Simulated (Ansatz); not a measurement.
This Ansatz input for zincblende-structured IrP was spoiled on purpose:

```yaml
crystal:
  lattice:
    - [0.0, 2.625842033, 2.625842033]
    - [2.625842033, 0.0, 2.625842033]
    - [2.625842033, 2.625842033, 0.0]
  atoms:
    - { symbol: Ir, position: [0.0, 0.0, 0.0] }
    - { symbol: P, position: [0.25, 0.25, 0.25] }
basis:
  ecutwfc: 420
  ecutrho_ratio: 4
kpoints:
  mp_grid: { grid: [12, 12, 12], kspacing: 0.3 }
hamiltonian:
  xc: pbe
scf:
  occupations: { method: gaussian, width: 0.05 }
  max_iter: 50
output:
  forces: true
  stress: true
```

Launched as:
```sh
ansatz run input.yaml --threads 2 --pin off --max-ram 2662MiB --backend cpu --events-out ev --progress --plain --runs-dir out
```

Problem. What is wrong with it?

Solution. Both a mesh and a spacing. Against the sound input: kpoints.mp_grid.kspacing: 0.3 (the cap on iterations is only a precaution).

What the program printed:

```
Error: invalid value for `kpoints.mp_grid.kspacing`: mutually exclusive with `grid` — set one or the other
```

The input was refused before any iteration. Cost: 0.04 s on 2 threads of Arm Neoverse V2, with other jobs on the host, peak memory 0.074 GiB. The run before the change (PBE, 420 eV, 12×12×12 mesh) gave:

| run | P (GPa) | gap on the mesh (eV) | cell moment (μB) | largest force component (eV/Å) |
| --- | --- | --- | --- | --- |
| sound | -0.1 | metal | – | 0.000 |

The structure was built from a prototype; whether the compound forms in it isn't claimed.
